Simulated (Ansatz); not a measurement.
## YCu (Pm-3m): the size of the finite step

```xyz
2
Lattice="3.4252 0.0000 0.0000 0.0000 3.4252 0.0000 0.0000 0.0000 3.4252" Properties=species:S:1:pos:R:3 pbc="T T T"
Y     0.0000    0.0000    0.0000
Cu    1.7126    1.7126    1.7126
```

Computed, not measured; unless marked otherwise by PBEsol, PAW on Ansatz 0.2.0's default frozen-core files (fitted under PBE), scalar-relativistic. k mesh 14×14×14, strains of ±0.005, Fermi-Dirac smearing of 0.100 eV, cutoff 420 eV. The cell was relaxed by PAW under this functional. This phase needn't be the one found at ambient conditions.

Problem. Elastic constants come from stresses at strains of ±0.005 (two-point stencil): C11 = 122.2, C12 = 55.7, C44 = 39.5 GPa. What does an amplitude of 0.02 give?

Solution. C11 = 122.2, C12 = 55.7, C44 = 39.6 GPa. Nothing moves by 1 %.

Known limits: frozen-core PAW files fitted under PBE, their cores solved anew for the functional of the run; responses of metals move with mesh and smearing.
